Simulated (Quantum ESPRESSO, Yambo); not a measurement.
# SiC: DFT and GW levels

Space group F-43m (No. 216); a = 4.354 Å, b = 4.354 Å, c = 4.354 Å, α = 90.00°, β = 90.00°, γ = 90.00°

| atom | site | symmetry | x | y | z |
|---|---|---|---|---|---|
| C | 4a | -43m | 0.0000 | 0.0000 | 0.0000 |
| Si | 4c | -43m | 0.2500 | 0.2500 | 0.2500 |
(The calculation used a cell of 2 atoms; values per cell refer to that cell.)

The geometry is that of Materials Project entry mp-8062, symmetrised and not relaxed again.

Starting point: PBE (pw.x of Quantum ESPRESSO, ONCV potentials, no spin-orbit coupling). G0W0 in Yambo: 6×6×6 Γ-centred k mesh, 76 bands and a 14 Ry block in the screening, 76 bands in G with the Bruneval-Gonze terminator, plasmon pole fitted at 27.2 eV.

| Item | Result |
|---|---|
| PBE gap along the band path | 1.36 eV |
| PBE gap between the mesh's edge points (Γ → X) | 1.36 eV |
| G0W0 gap between the same points | 2.14 eV |
| PBE smallest direct gap on the mesh (at X) | 4.56 eV |
| G0W0 direct gap at that point | 5.63 eV |

```csv
k point,band,E PBE (eV),E QP (eV),shift (eV),Z
Γ,VB,0.00,-0.68,-0.68,0.80
Γ,CB,6.26,6.53,0.27,0.79
L,VB,-1.05,-1.84,-0.79,0.79
L,CB,5.46,5.74,0.28,0.81
X,VB,-3.20,-4.16,-0.97,0.79
X,CB,1.36,1.46,0.10,0.82
```

Energies count from the PBE valence-band maximum.

Nearest settings tried, and what they do to the gap: 47 bands in G: +14 meV; 32 bands in W: -45 meV; 11 Ry block (89 vectors against 169): -64 meV; 4×4×4 mesh: -24 meV. So the settings aren't converged at that level.
